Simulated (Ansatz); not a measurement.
The numbers come from plane-wave PAW DFT (Ansatz): PBE, with U = 2.88 eV and J = 0.55 eV on Cu d (all-electron-ortho-atomic projectors), no spin polarisation, 420 eV, 6×6×6 Γ-centred k points, gaussian occupations (width 0.133 eV). Nothing was relaxed.

Computed maps in the lattice plane spanned by a (left to right, 4.42 Å, 13 points from zero) and b (bottom to top, 6.79 Å, 21 points from zero), 90° apart, at height 0.000 along c. The fields are smooth PAW ones with compensation charges, not the true ones near nuclei.

Valence density. Digits on a logarithmic scale: 0 up to 0.03 e/Å³, each further digit a factor of 1.6, 9 from 1.3 e/Å³ up:
```
2224899998422
3334689986433
5444467764444
8754344443457
9975432234579
9996432234699
9996432234699
9985332233589
8764322223467
5544322223445
5544322223445
8764322223467
9985332233589
9996432234699
9996432234699
9975432234579
8754344443457
5444467764444
3334689986433
2224899998422
2225899998522
```

ELF. Ten even steps from '0' (0.05) to '9' (0.89):
```
2101895598101
3200599995002
2220047740022
1112001100211
3212210012212
9521332233125
9621332233126
4212321123212
1112310013211
1223210012322
1223210012322
1112310013211
4212321123212
9621332233126
9521332233125
3212210012212
1112001100211
2220047740022
3200599995002
2101895598101
1002980089200
```

Question: The cell is Sr$_{3}$Li$_{4}$Cu$_{4}$. Which atoms lie within 0.2 Å of this plane, and where (fractions of a and b)?

Answer: Sr at (0.50, 0.00), Cu at (0.00, 0.31), Cu at (0.00, 0.69). The whole cell:
```
CELL_PARAMETERS angstrom
0.00000 4.42081 0.00000
0.00000 0.00000 6.79428
7.17477 2.21041 -3.39714
ATOMIC_POSITIONS crystal
Sr 0.50000 0.00000 0.00000
Cu 0.00000 0.31200 0.00000
Cu 0.00000 0.68800 0.00000
Cu 0.28800 0.21200 0.42400
Cu 0.71200 0.78800 0.57600
Sr 0.36900 0.63100 0.26200
Sr 0.63100 0.36900 0.73800
Li 0.82000 0.37000 0.36000
Li 0.18000 0.01000 0.64000
Li 0.82000 0.99000 0.36000
Li 0.18000 0.63000 0.64000
```

Origin: a known structure type with other elements, at an estimated volume, so it need not be a known compound. Caveats: a Hubbard term without moments, so a magnetic state may lie lower.
